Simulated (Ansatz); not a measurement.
Polymorphs of BC₃, each relaxed with the program Ansatz at the r²SCAN+D4 level (PAW):

A: Cmcm
a = 5.145 Å, b = 8.916 Å, c = 6.696 Å, α = 90.00°, β = 90.00°, γ = 90.00°

```csv
atom,site,symmetry,x,y,z
B,4c,m2m,0.0000,0.0743,0.2500
C,4c,m2m,0.0000,0.2490,0.2500
B,4c,m2m,0.0000,0.7408,0.2500
C,8g,..m,0.2378,0.3284,0.2500
C,8g,..m,0.2378,0.4869,0.2500
C,4c,m2m,0.0000,0.5662,0.2500
```

B: P6/mmm
a = 5.145 Å, b = 5.145 Å, c = 3.722 Å, α = 90.00°, β = 90.00°, γ = 120.00°

| atom | site | symmetry | x | y | z |
|---|---|---|---|---|---|
| B | 2c | -6m2 | 0.3333 | 0.6667 | 0.0000 |
| C | 6l | mm2 | 0.1586 | 0.3171 | 0.0000 |

Task: Order them by energy per atom at 0 K (lowest first) at the level r²SCAN+D4.

Result: A (+0 meV/atom), B (+18 meV/atom)

Task: Give each one's gap.

Result: A no gap; B 0.10 eV.

Typed or built starts, not in the databases checked: A; B. Unstable at this level: B. All cells were relaxed under the symmetry of their starts (and spin orders); stability against distortions was not tested throughout.

Energies hold the estimated change up to a 700 eV cutoff; steps of a few meV lie near the error of the meshes.

Potentials: the earlier of the program's two PAW sets. The files were generated under PBE; for other functionals the program regenerates the frozen cores, and for LDA and PBEsol the local potential too.
